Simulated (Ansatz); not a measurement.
## BeSnI3 in Ansatz, relaxation

Run with:

```bash
ansatz run input.yaml --threads 2 --pin off --max-ram 3584MiB --backend cpu --events-out ev --progress --plain --runs-dir out
```

The input file (Ansatz 0.2.0, plane waves):

```yaml
crystal:
  lattice:
    - [6.205004, 0.0, 0.0]
    - [0.0, 6.205004, 0.0]
    - [0.0, 0.0, 6.205004]
  atoms:
    - { symbol: Sn, position: [0.5, 0.5, 0.5] }
    - { symbol: I, position: [0.0, 0.5, 0.5] }
    - { symbol: I, position: [0.5, 0.0, 0.5] }
    - { symbol: I, position: [0.5, 0.5, 0.0] }
    - { symbol: Be, position: [0.0, 0.0, 0.0] }
  symmetry: { tolerance: 0.0003 }
kpoints:
  mp_grid: { grid: [6, 6, 6], shift: [0, 0, 0] }
magnetization:
  spin_polarized: false
scf:
  occupations: { method: fermi_dirac, width: 0.0157 }
  lower_state_search: "off"
hamiltonian:
  pseudopotentials: { kind: paw }
  xc: pbe
basis:
  ecutwfc: 420
  fft_grid_basis: typed
relax:
  max_steps: 60
  cell: { p_target: 0.0 }
output:
  forces: true
  stress: true
  eigenvalues: true
  bader: true
  populations: true
  elf: true
  write_potential: true
  volumetric_format: npy
  dos:
    e_range: [-12, 8]
    de: 0.05
    projected: { site_lists: { Be: [Be], I: [I], Sn: [Sn] } }
  write_density: true
checkpoint:
  read: saved_state
```

Origin of the cell: a known structure type with other elements, at an estimated volume, so it need not be a known compound.

The saved state is a converged single point of the same cell.

Excerpt of the output:

```
Pseudopotentials: kind: paw
Pseudopotential: Sn, paw, valence charge 14, recommended cutoff 420 eV (normal), Sn.paw.azcp
Pseudopotential: I, paw, valence charge 17, recommended cutoff 420 eV (normal), I.paw.azcp
Pseudopotential: Be, paw, valence charge 2, recommended cutoff 420 eV (normal), Be.paw.azcp
Functional definition: PBE
  exchange = pbe_x(kappa = kappa, mu = beta*pi^2/3)
  correlation = pbe_c(beta = beta)
Crystal: 5 atoms, lattice volume = 238.906 Å³
Basis set: ecut = 420 eV, 4697 PW (Γ), exchange–correlation on 90×90×90 points (8 copies of the dense FFT grid, shifted against one another)
Bands: 41, of which v1, the nominal top of the filled ones, is band 34 counted from 1 (33 counted from 0)
Symmetry: 48 space group operations
[… 9 lines left out …]
Initial density: read from a saved state, or passed on in memory by an earlier SCF of this step, an earlier step, the calling program or the single point that the run made first
Functional: x = pbe(κ = 0.804, μ = 0.219515), c = pbe(β = 0.066725)
SCF iter   1: F=—  HF=-28653.474699 eV  Δρ=5.07e-3  dr2=3.45e-1
SCF iter   2: F=—  HF=-28653.419459 eV  Δρ=3.60e-3  dr2=1.55e-1
SCF iter   3: F=—  HF=-28653.407200 eV  Δρ=1.36e-3  dr2=1.65e-2  defer=32
SCF iter   4: F=—  HF=-28653.405141 eV  Δρ=1.40e-3  dr2=2.36e-2  defer=32
SCF iter   5: F=—  HF=-28653.403863 eV  Δρ=8.74e-4  dr2=7.96e-3  defer=32
SCF iter   6: F=—  HF=-28653.402787 eV  Δρ=3.73e-4  dr2=4.09e-4  defer=32
SCF iter   7: F=—  HF=-28653.402730 eV  Δρ=1.54e-4  dr2=3.08e-4  defer=32
SCF iter   8: F=—  HF=-28653.402713 eV  Δρ=7.82e-5  dr2=6.87e-5  defer=32
SCF iter   9: F=—  HF=-28653.402630 eV  Δρ=7.98e-6  dr2=2.17e-7  defer=32
SCF iter  10: F=-28653.402630 eV  HF=-28653.402630 eV  Δρ=2.84e-6  dr2=3.88e-8
relax step   1: F+E_penalty+E_count = -28653.402630 eV  Δ(F+E_penalty+E_count) = +0.000e0 eV  max|allowed force component| = 0.0 eV/Å  Δτ_max = 0.0000 Å  P = -1.004 GPa  Ω = 238.906 Å³  (10 S […]
relax step   2: F+E_penalty+E_count = -28653.445348 eV  Δ(F+E_penalty+E_count) = -4.272e-2 eV  max|allowed force component| = 0.0 eV/Å  Δτ_max = 0.0000 Å  P = -0.558 GPa  Ω = 230.388 Å³  ener […]
relax step   3: F+E_penalty+E_count = -28653.461078 eV  Δ(F+E_penalty+E_count) = -1.573e-2 eV  max|allowed force component| = 0.0 eV/Å  Δτ_max = 0.0000 Å  P = +0.104 GPa  Ω = 220.553 Å³  ener […]
relax step   4: F+E_penalty+E_count = -28653.461385 eV  Δ(F+E_penalty+E_count) = -3.069e-4 eV  max|allowed force component| = 0.0 eV/Å  Δτ_max = 0.0000 Å  P = -0.008 GPa  Ω = 222.047 Å³  ener […]
relax step   5: F+E_penalty+E_count = -28653.459854 eV  Δ(F+E_penalty+E_count) = +1.531e-3 eV  max|allowed force component| = 0.0 eV/Å  Δτ_max = 0.0000 Å  P = -0.008 GPa  Ω = 222.047 Å³  stress off target by 8.28e-3 GPa […]
SCF 5 converged in 8 iterations: F = -28653.459854 eV  dr2 = 1.26e-11
basis re-selected at this cell: Δ(F+E_penalty+E_count) = +1.531e-3 eV, ΔP = -0.000 GPa vs the last step (what re-selecting the basis moved, of the pressure what is left beyond the Pulay corre […]
SCF converged after 8 iterations
Free energy (F): -28653.459854 eV
Harris-Foulkes:  -28653.459854 eV  (|F-HF|=1.46e-11)
Internal energy: -28653.451828 eV  (E = F + TS)
E sigma→0 (E₀):  -28653.455841 eV
Entropy (-TS):   -0.008026 eV (-1.605 meV/atom)
Fermi energy:    3.017396 eV
--- Per-component energies (eV) ---
  E_band       = -1453.344616
  E_kinetic    = 759.022330
  E_local      = -9249.585070  (includes V_loc(G=0)·N_el)
  E_nonlocal   = -298.698022
  E_hartree    = 4715.533696
  E_xc         = -779.701479
  E_vxc        = -493.283826  (∫ρ·V_xc dr)
  E_paw        = -18641.974163  (= ΣΔE_a)
  E_vpaw       = -1601.867183  (= ΣTr[D̂ρ^β])
  E_aug_tail   = -0.000056  (compensation charges beyond the density's cutoff)
  E_ewald      = -5158.049064
  E_smearing   = -0.008026  (= −TS)
  Σ components = -28653.459854   (vs F -28653.459854, Δ=0.00e0)
--- Forces (eV/Å), atoms counted from 1 ---
  atom   1  Sn     0.000000    -0.000000    -0.000000
  atom   2  I      0.000000    -0.000000     0.000000
  atom   3  I      0.000000    -0.000000     0.000000
  atom   4  I     -0.000000     0.000000     0.000000
  atom   5  Be    -0.000000     0.000000    -0.000000
  max |Σ_I F_I| component: 0.0 eV/Å
--- Stress (GPa, compression-positive) ---
       -0.008282       0.000000       0.000000
        0.000000      -0.008282       0.000000
        0.000000       0.000000      -0.008282
  P = ⅓ Tr σ = -0.0083 GPa (-0.083 kbar)
--- Relaxed structure (4 steps of the walk, 4 accepted, 1 SCFs on fresh bases) ---
  F+E_penalty+E_count = -28653.459854 eV   max|allowed force component| = 0.0 eV/Å   (the final SCF, on the basis selected at the relaxed cell)
  cell:  # Å, volume = 222.0468 Å³
    - [6.055475, 0.0, 0.0]
    - [0.0, 6.055475, 0.0]
    - [0.0, 0.0, 6.055475]
  atoms:
    - { symbol: Sn, position: [0.5, 0.5, 0.5] }
    - { symbol: I, position: [0.0, 0.5, 0.5] }
    - { symbol: I, position: [0.5, 0.0, 0.5] }
    - { symbol: I, position: [0.5, 0.5, 0.0] }
    - { symbol: Be, position: [0.0, 0.0, 0.0] }
--- Löwdin populations: 5 sites ---
  site symbol       q [e]
     0     Sn     13.6193
     1      I     17.1828
     2      I     17.1828
     3      I     17.1828
     4     Be      1.6361
  spilling = 0.002927 (of n_electrons = 67.000000)
--- Bader charges: 5 sites ---
  site symbol  charge [e]  shift [e]
     0     Sn      0.9725     0.0000
     1      I     -0.4369     0.0000
     2      I     -0.4369     0.0000
     3      I     -0.4369     0.0000
     4     Be      0.3383     0.0000
  estimated error of the sums over rays = 5.0e-4 e
```

The starting structure.

Space group Pm-3m (No. 221); the run's cell has a = 6.205 Å, b = 6.205 Å, c = 6.205 Å, α = 90.00°, β = 90.00°, γ = 90.00°. Shortest distances: I–Sn 3.10 Å.

The relaxed structure.

Space group Pm-3m (No. 221); the run's cell has a = 6.055 Å, b = 6.055 Å, c = 6.055 Å, α = 90.00°, β = 90.00°, γ = 90.00°. Shortest distances: I–Sn 3.03 Å.

```
Free energy lowered by                                                                 : 11.4 meV/atom
Volume change                                                                          : -7.06 %
Final pressure                                                                         : -0.01 GPa
Relaxation steps listed                                                                : 5
Formation energy (elements under the same functional, gases as molecules, uncorrected) : 0.449 eV/atom
```

Caveats: no moments, though an odd count or open d shells may carry them; no spin-orbit coupling, though heavy elements are present; the relaxation held the start's symmetry, so the end may be a saddle point.

It ran for 31 s on 2 threads of Intel(R) Xeon(R) 6975P-C (Granite Rapids), on a shared host, peak memory 0.67 GiB, from a saved density.
